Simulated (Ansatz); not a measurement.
Is this Ni result the lowest state?

Ni is taken as a measured crystal structure (space group Fm-3m, primitive cell doubled), 2 atoms in the cell. The computed pressure is over 10 GPa in size, so the cell is far from the computed equilibrium volume. Source: COD entry 4320489; it may be a high-temperature, high-pressure or metastable form.

The calculation used Ansatz, DFT, LDA, PAW, plane waves, scalar-relativistic.

```yaml
crystal:
  lattice:
    - [0.0, 3.52706, 3.52706]
    - [1.76353, 0.0, 1.76353]
    - [1.76353, 1.76353, 0.0]
  atoms:
    - { symbol: Ni, position: [0.0, 0.0, 0.0], spin: 2.0 }
    - { symbol: Ni, position: [0.5, 0.0, 0.0], spin: -2.0 }
magnetization:
  spin_polarized: true
hamiltonian:
  xc: lda
  pseudopotentials: { kind: paw }
basis:
  ecutwfc: 420
kpoints:
  mp_grid: { grid: [7, 14, 14] }
scf:
  occupations: { method: fermi_dirac, width: 0.05 }
  lower_state_search: "off"
output:
  forces: true
  stress: true
```

It took 4.8 s on 2 threads of Arm Neoverse V1 (shared host), peak memory 0.36 GiB.

The end of the output:

```
SCF converged after 14 iterations
Magnetization: 0.0000 μB (18.0000 up, 18.0000 down)
Absolute magnetization: 0.2982 μB (∫|ρ↑−ρ↓|, with the PAW one-centre terms)
Spin contamination: 0.0583 ħ² per cell (⟨S²⟩ above its minimum at these occupations)
Per-site moments (μB) at R_I (Å): [(0.1461, 1.0287), (-0.1461, 1.0287)]
Free energy (F): -11546.569757 eV
Harris-Foulkes:  -11546.569757 eV  (|F-HF|=7.28e-10)
Internal energy: -11546.510447 eV  (E = F + TS)
E sigma→0 (E₀):  -11546.540102 eV
Entropy (-TS):   -0.059310 eV (-29.655 meV/atom)
Fermi energy:    17.338164 eV
--- Forces (eV/Å), atoms counted from 1 ---
  atom   1  Ni    -0.00000000     0.00000000    -0.00000000
  atom   2  Ni     0.00000000    -0.00000000    -0.00000000
--- Stress (GPa, compression-positive) ---
      -19.176240      -0.023805      -0.023805
       -0.023805     -19.176240       0.023805
       -0.023805       0.023805     -19.176240
  P = ⅓ Tr σ = -19.1762 GPa (-191.762 kbar)
```

A small moment in a metal is sensitive to the mesh and the smearing.

Site moments are taken inside atomic spheres and don't add up to the total.

Problem. Would you trust this as the ground state? If a lower solution is known, describe it.

Solution. No. A state 39.8 meV/atom (0.080 eV per cell) lower exists in this cell: ferromagnetic, site moments Ni1 0.61, Ni2 0.61 μB, total 1.15 μB per cell, no gap on the k-mesh. It was reached from: parallel moments, default search for lower states [Ni1 2.00, Ni2 2.00 μB]; opposed moments +-, default search for lower states [Ni1 2.00, Ni2 -2.00 μB]. This multiple of the primitive cell fits some opposed orders; other multiples fit others. “Lowest” means lowest among the runs made in this cell.
